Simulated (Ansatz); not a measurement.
## Relaxing a structure of MoS₂

The start is a relaxed MoS2 cell, doubled along one cell vector, shaken by Gaussian noise of σ = 0.08 Å a coordinate. The cell and all atomic positions are relaxed at zero pressure with PBE (plane waves to 420 eV, PAW, scalar-relativistic; Ansatz, a program for electronic structure). The first steps use a coarse 5×2×7 k-mesh.

Starting cell:
```
CELL_PARAMETERS angstrom
      5.26714     0.00000     0.00000
      0.00000    12.04600     0.00000
      0.00000     0.00000     3.16121
ATOMIC_POSITIONS crystal
  Mo 0.96732 0.00354 0.99087
  Mo 0.98239 0.49058 0.02330
  Mo 0.51082 0.26495 0.50967
  Mo 0.48329 0.74634 0.48200
  S  0.17799 0.18058 0.02025
  S  0.18458 0.68338 0.99304
  S  0.67272 0.06886 0.51952
  S  0.67399 0.56466 0.52509
  S  0.29692 0.44237 0.47727
  S  0.29349 0.92799 0.55047
  S  0.82190 0.32968 0.01437
  S  0.80400 0.81556 0.95363
```

By how much does the energy per atom fall from start to end?

0.11 eV/atom.

Does it find its way back to the structure it was made from?

It relaxes back to the parent, Pnnm (No. 58).

How do the shortest distances between atoms change?

The closest pairs of elements (up to four, under 3.6 Å), start → end: Mo–S 2.11 → 2.40 Å; S–S 2.48 → 2.65 Å; Mo–Mo 3.16 → 3.16 Å.

What band gap does the relaxed structure have at this level?

Zero (metallic).

Final values are on a 9×8×15 k-mesh of the relaxed cell. No spin polarisation in the result.

The relaxed structure here is a generated cell of MoS2: the first start was made by placing the elements on the sites of a structure type, and the end was not matched to a known phase here, so it may be hypothetical. Known forms of MoS2 include space group No. 160, 194.
